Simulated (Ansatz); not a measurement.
ZrO2 (fluorite)

```xyz
3
Lattice="0.0000 2.5579 2.5579 2.5579 0.0000 2.5579 2.5579 2.5579 0.0000" Properties=species:S:1:pos:R:3 pbc="T T T"
Zr     0.0000     0.0000     0.0000
O      1.2790     1.2790     1.2790
O      3.8369     3.8369     3.8369
```

The slice is a {100} plane (indices of the conventional cell) through the point (0.750, 0.750, 0.750) (fractional), spanned by u = [100] and v = [0 1 -1] in vectors of this cell: u (3.62 Å) and v (3.62 Å, at 90° to u). It covers one period; positions are fractions (u, v).

Calculation: PBE (plane waves to 420 eV, PAW, scalar-relativistic; Ansatz, an electronic-structure program). k mesh 11×11×11. Inside the PAW spheres the values are not all-electron values, and peaks at nuclei hang on which shells count as valence. The PAW data are Ansatz's earlier set. This is a high-temperature form of ZrO2. ZrO2 is run without spin polarisation. ZrO2 was relaxed with its symmetry unable to fall.

Task: Sketch the valence electron density on this plane as a map.

Result: 
```
|998764321000000012346789|
|988754311000000011345788|
|777643210000000001234677|
|665432110011111001123456|
|444322111112221111122344|
|333211111233333211111233|
|221111122344444322111112|
|111001123456665432110011|
|000001234677777643210000|
|000011345788988754311000|
|000012346789998764321000|
|000012346799999764321000|
|000012346789998764321000|
|000011345788988754311000|
|000001234677777643210000|
|111001123456665432110011|
|221111122344444322111112|
|333211111233333211111233|
|444322111112221111122344|
|665432110011111001123456|
|777643210000000001234677|
|988754311000000011345788|
|998764321000000012346789|
|999764321000000012346799|
```
Scale: ten equal steps from -0.94 (start of '0') to 0.94 (end of '9'), in the order '0123456789'. Values: log₁₀ of the valence density in e/Å³. The map has 24 points along u (one character each, u = 0 at the left) and 24 along v (v = 0 in the bottom row). The scale is logarithmic, as a density can span decades between atoms and voids.
